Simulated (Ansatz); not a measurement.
Ta: Grüneisen parameters and expansion

The calculation used DFT PBEsol, scalar-relativistic, plane waves, PAW in Ansatz. Settings: 420 eV plane-wave cutoff, Γ-centred 20×20×20 mesh, Fermi-Dirac smearing of 0.15 eV. No spin polarisation. Phonons by linear response, acoustic sum rule imposed.

The cell, relaxed at this level:
```cif
data_structure
_symmetry_space_group_name_H-M 'Im-3m'
_symmetry_Int_Tables_number 229
_cell_length_a 3.2837
_cell_length_b 3.2837
_cell_length_c 3.2837
_cell_angle_alpha 90.000
_cell_angle_beta 90.000
_cell_angle_gamma 90.000
_cell_volume 35.41
loop_
_atom_site_label
_atom_site_type_symbol
_atom_site_symmetry_multiplicity
_atom_site_Wyckoff_symbol
_atom_site_fract_x
_atom_site_fract_y
_atom_site_fract_z
_atom_site_occupancy
Ta1 Ta 2 a 0.00000 0.00000 0.00000 1
```

In a metal, frequencies depend on the k mesh and the smearing, soft modes most. Some empty bands missed the eigensolver's threshold. Spin–orbit coupling is left out, which matters for heavy elements.

Phonons on a 2×2×2 q mesh at 0.98, 1 and 1.02 times the equilibrium volume give γ = −d ln ν/d ln V, modes matched by rank. The cell has V = 17.70 Å³ with 1 atom and B = 207 GPa. Points of the mesh (fractions of the reciprocal vectors) with their weights out of 8; the acoustic modes at Γ are left out:

| q | weight | ν (cm⁻¹) | γ | degeneracy |
| --- | --- | --- | --- | --- |
| 0.00 0.00 -0.50 | 6 | 93 | 1.42 | 1 |
| 0.00 0.00 -0.50 | 6 | 145 | 1.44 | 1 |
| 0.00 0.00 -0.50 | 6 | 148 | 2.41 | 1 |
| -0.50 -0.50 -0.50 | 1 | 170 | 1.82 | 3 |

Question: Work out the volume expansion coefficient at 50, 100, 300 and 800 K in Grüneisen's theory.

Answer: Each mode holds c = k_B x² eˣ/(eˣ − 1)², x = hcν/k_BT (k_B = 0.695 cm⁻¹/K). Weighted over the mesh, C_V = Σ c, γ̄ = Σ cγ/C_V and α_V = γ̄ C_V/(BV):
| T (K) | C_V (k_B a cell) | γ̄ | α_V (10⁻⁶/K) |
| --- | --- | --- | --- |
| 50 | 0.90 | 1.67 | 5.7 |
| 100 | 1.93 | 1.74 | 12.7 |
| 300 | 2.53 | 1.76 | 16.8 |
| 800 | 2.61 | 1.76 | 17.4 |

The classical limit of C_V is 3n = 3 k_B, less the 3/8 k_B of the three modes left out, which leaves C_V and α_V about 12 % low even at high temperature. All γ are positive, so the crystal expands at every temperature. For a cubic crystal the linear coefficient is a third of α_V. A mesh this coarse misses long acoustic waves, so the low-temperature rows are rough; B and γ are held at their static values, and the electrons' part is left out.

Question: The zero-point energy of the cell, summed on a denser interpolated mesh, is 24.191, 23.331 and 22.479 meV at the three volumes. How far does it expand the lattice at 0 K?

Answer: P_zp = −dE_zp/dV = 1.712 meV / (0.708 Å³) × 0.16022 GPa Å³/meV = 0.387 GPa, so ΔV/V = P_zp/B = 0.19 %. This share is taken off a measured low-temperature volume before it is compared with a static calculation.